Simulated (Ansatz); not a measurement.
**Property card for Ca**

Ca:
```
Ca
1.0
   -2.21244     2.21244     2.21244
    2.21244    -2.21244     2.21244
    2.21244     2.21244    -2.21244
Ca
1
Direct
  0.00000   0.00000   0.00000
```

Space group Im-3m (No. 229), bcc (W type); conventional cell a = 4.4249 Å, b = 4.4249 Å, c = 4.4249 Å, α = 90.00°, β = 90.00°, γ = 90.00°.

Method: DFT-r²SCAN in the program Ansatz with PAW potentials. Geometry: relaxed at this level of theory. Other levels are named where they apply.

### Cell and energy

- Volume per atom = 43.32 Å³
- Density = 1.54 g/cm³

### Electronic structure

- Electronic character: metallic (no gap)
- Density of states at the Fermi level: 1.5 states/eV per atom (mean over ±0.08 eV)

### Mechanics

- Bulk modulus (Birch–Murnaghan fit): 17.6 GPa
- Pressure derivative B′: 2.7
- Elastic constants (relaxed ions, GPa): C11 = 18.6, C12 = 17.2, C44 = 14.9
- Mechanical stability: stable (all eigenvalues of C positive)

This is a known high-temperature phase of the composition, computed here at zero pressure and temperature. The r²SCAN relaxation kept the symmetry of its start; its stability against distortions is not shown here. As this level gives no gap, shear constants depend on the k-mesh and smearing (Fermi–Dirac, 0.1 eV here).

Potentials: the later of the program's two PAW sets.
